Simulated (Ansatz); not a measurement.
Ta5Ge3:
```yaml
crystal:
  lattice:
    - [-3.31374, 3.31374, 6.01157]
    - [3.31374, -3.31374, 6.01157]
    - [3.31374, 3.31374, -6.01157]
  atoms:
    - { symbol: Ta, position: [0.00709, 0.18520, 0.50000] }
    - { symbol: Ta, position: [0.99291, 0.81480, 0.50000] }
    - { symbol: Ta, position: [0.18520, 0.68520, 0.17810] }
    - { symbol: Ta, position: [0.81480, 0.31480, 0.82190] }
    - { symbol: Ta, position: [0.68520, 0.50709, 0.50000] }
    - { symbol: Ta, position: [0.31480, 0.49291, 0.50000] }
    - { symbol: Ta, position: [0.50709, 0.00709, 0.82190] }
    - { symbol: Ta, position: [0.49291, 0.99291, 0.17810] }
    - { symbol: Ta, position: [0.50000, 0.50000, 0.00000] }
    - { symbol: Ta, position: [0.00000, 0.00000, 0.00000] }
    - { symbol: Ge, position: [0.13589, 0.63589, 0.77177] }
    - { symbol: Ge, position: [0.86411, 0.36411, 0.22823] }
    - { symbol: Ge, position: [0.63589, 0.86411, 0.50000] }
    - { symbol: Ge, position: [0.36411, 0.13589, 0.50000] }
    - { symbol: Ge, position: [0.75000, 0.75000, 0.00000] }
    - { symbol: Ge, position: [0.25000, 0.25000, 0.00000] }
```

This is the r²SCAN-relaxed structure.

Problem. All from r²SCAN in the plane-wave PAW code Ansatz, unless another level is named. Estimate the electronic character.

Solution. metallic (no gap).

Problem. What about the formation energy from the elements (no fitted shifts)?

Solution. -0.42 eV/atom.

Problem. What about the density of states at the Fermi level?

Solution. 0.38 states/eV per atom (mean over ±0.08 eV).

Space group I4/mcm. The first step of the workflow began from a Materials Project structure, measured or hypothetical; the Crystallography Open Database copy checked does not list it. Its standing as an ambient phase is unchecked. Symmetry was held in the r²SCAN relaxation; whether a distortion lowers the energy is not shown. No spin polarisation was allowed. The references are the lowest solids computed at this level, not always the standard phases. Spin–orbit coupling is left out wherever it is not named.

Potentials: the later of the program's two PAW sets.
